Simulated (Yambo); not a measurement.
Sr$_{2}$H$_{3}$I (space group P-3m1, No. 164), G0W0@LDA in Yambo with this input:

```
rim_cut
gw0
dyson
el_el_corr
HF_and_locXC
ppa
em1d
RandQpts= 1000000
RandGvec= 1 Ry
EXXRLvcs= 74 Ry
VXCRLvcs= 296 Ry
Chimod= "HARTREE"
% BndsRnXp
 1 | 214 |
%
NGsBlkXp= 8 Ry
% LongDrXp
 1.0 | 1.0 | 1.0 |
%
PPAPntXp= 27.2114 eV
% GbndRnge
 1 | 214 |
%
GTermKind= "BG"
DysSolver= "n"
ExtendOut
```

On a 3×3×2 mesh, with wavefunctions cut at 74 Ry, the gap (A → K) is 3.679 eV and the valence edge shifts by -1.092 eV.

### Question
What happens with this change: 2 Ry block?

### Answer
The gap falls by 0.321 eV, to 3.358 eV; the shift of the valence edge becomes -0.675 eV. Neither run is shown to be the converged limit. The mesh misses a band edge: along a dense path the LDA gap is 1.77 eV against 1.87 eV on the mesh.

Spin-orbit coupling is not included.

Geometry of the Materials Project entry, not relaxed at this level; primitive cell a = b = 4.243 Å, c = 7.683 Å, α = β = 90.00°, γ = 120.00°.

The structure is a Materials Project entry; no match was found in the copy of COD used, and its stability was not checked.

A shift is the quasiparticle energy of the state minus its LDA energy.
